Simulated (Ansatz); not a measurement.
Theory: DFT PBE, scalar-relativistic, plane waves, PAW in Ansatz. Settings: cutoff 420 eV, Γ-centred meshes spaced at most about 0.3 Å⁻¹, and about 0.25 Å⁻¹ or finer for metals (2π included), Gaussian smearing. No spin polarisation in the final relaxations.

These are static total energies at zero pressure. All come from trial cells, and lower structures may exist.

Question: Order these relaxed structures of HfGa₂Te₃ by energy, lowest first, with the energy over the lowest of them.
A.

```
Hf Ga Te
1.0
     7.19329    0.00000    0.00000
    -3.59664    6.22957    0.00000
     0.00000    0.00000    3.83541
Hf Ga Te
1 2 3
Direct
  0.00000 0.00000 0.50000
  0.66667 0.33333 0.00000
  0.33333 0.66667 0.00000
  0.50000 0.50000 0.50000
  0.50000 0.00000 0.50000
  0.00000 0.50000 0.50000
```

B.

```
Hf Ga Te
1.0
     3.96897    2.29149    3.46190
    -3.96897    2.29149    3.46190
     0.00000   -4.58297    3.46190
Hf Ga Te
1 2 3
Direct
  0.00000 0.00000 0.00000
  0.64582 0.64582 0.64582
  0.35418 0.35418 0.35418
  0.00000 0.50000 0.00000
  0.50000 0.00000 0.00000
  0.00000 0.00000 0.50000
```

C.

```
Hf Ga Te
1.0
    -2.93035    2.93035    6.19596
     2.93035   -2.93035    6.19596
     2.93035    2.93035   -6.19596
Hf Ga Te
1 2 3
Direct
  0.50000 0.50000 0.00000
  0.75000 0.25000 0.50000
  0.25000 0.75000 0.50000
  0.50000 0.00000 0.50000
  0.00000 0.50000 0.50000
  0.00000 0.00000 0.00000
```

D.

```
Hf Ga Te
1.0
     4.23406    0.00000    0.00000
     0.00000    4.23406    0.00000
     0.00000    0.00000    8.31257
Hf Ga Te
1 2 3
Direct
  0.50000 0.50000 0.00000
  0.50000 0.00000 0.68867
  0.00000 0.50000 0.31133
  0.50000 0.00000 0.33602
  0.00000 0.50000 0.66398
  0.00000 0.00000 0.00000
```

Answer: B (0 meV/atom), D (205 meV/atom), A (690 meV/atom), C (747 meV/atom). Forms: B R-3m; D P-4m2; A P6/mmm; C I4/mmm. Counting Te atoms around Ga and Hf (those within 1.25 times the shortest such distance or 1.15 times the sum of covalent radii; a plus sign parts nearer from farther groups; the shortest distance is added where it exceeds 1.18 times the sum of covalent radii): B has Hf 6, Ga 3; D has Hf 4+4, Ga 5+2; A has Hf 6, Ga 6; C has Hf 4, Ga 2 from 3.1 Å. C holds Te–Te nets (shortest 2.93 Å) (bonds between like non-metal atoms; other contacts aren't counted).

These runs have no spin–orbit coupling, which can matter for Hf and Te. A magnetic state wasn't ruled out in cells without spin, among them I4/mmm. Cells relaxed within their symmetry can be saddle points. Some types were kept out of the candidates beforehand, so the set may lack a known form.
